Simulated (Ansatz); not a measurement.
CoSi2:
```
CoSi2
1.0
    0.00000     2.65730     2.65730
    2.65730     0.00000     2.65730
    2.65730     2.65730     0.00000
Co Si
1 2
Direct
  0.00000   0.00000   0.00000
  0.75000   0.75000   0.75000
  0.25000   0.25000   0.25000
```

Relaxed with r²SCAN.

Task: Map the valence electron density (e/Å³), cut off at 0.8 on the plane through (0.000, 0.000, 0.000) spanned by u = [1, 0, 0] and v = [-1, 1, 1] in lattice vectors, from r²SCAN (plane waves, PAW; program Ansatz).

Result: x is the fraction of u, y of v (the angle between them is 90°; rows are the nearest grid lines); atoms in the plane: Co at (0.00, 0.00), Si at (0.50, 0.75), Si at (0.50, 0.25).
```
|@@@@@*========*@@@@@|
|@@@@@*+======+*@@@@@|
|@@@@@*++====++*@@@@@|
|@@@****+=--=+****@@@|
|+++++++=::::=+++++++|
|----=+=-:..:-=+=----|
|:::--==:....:==--:::|
|...::--:....:--::...|
|  ..::--::::--::..  |
|    ..:-====-:..    |
|     .:-====-:.     |
|     .::-==-::.     |
|     .::-==-::.     |
|     .:-====-:.     |
|    ..:-====-:..    |
|  ..::--::::--::..  |
|...::--:....:--::...|
|:::--==:....:==--:::|
|----=+=-:..:-=+=----|
|+++++++=::::=+++++++|
|@@@****+=--=+****@@@|
|@@@@@*++====++*@@@@@|
|@@@@@*+======+*@@@@@|
|@@@@@*========*@@@@@|
```
Scale: ten equal steps from 0.033 (start of ' ') to 0.800 (end of '@'), in the order ' .:-=+*#%@'; x runs from 0.000 to 1.00, y from 0.000 (bottom) to 1.00 (top).

The density is the valence pseudo-density with augmentation charge, so density and ELF within about 1 Å of a nucleus are not all-electron values.

Space group Fm-3m (fluorite or antifluorite type). Symmetry was held in the r²SCAN relaxation; of distortions, only those at the zone centre were tested. No spin polarisation was allowed.

Potentials: the earlier of the program's two PAW sets.
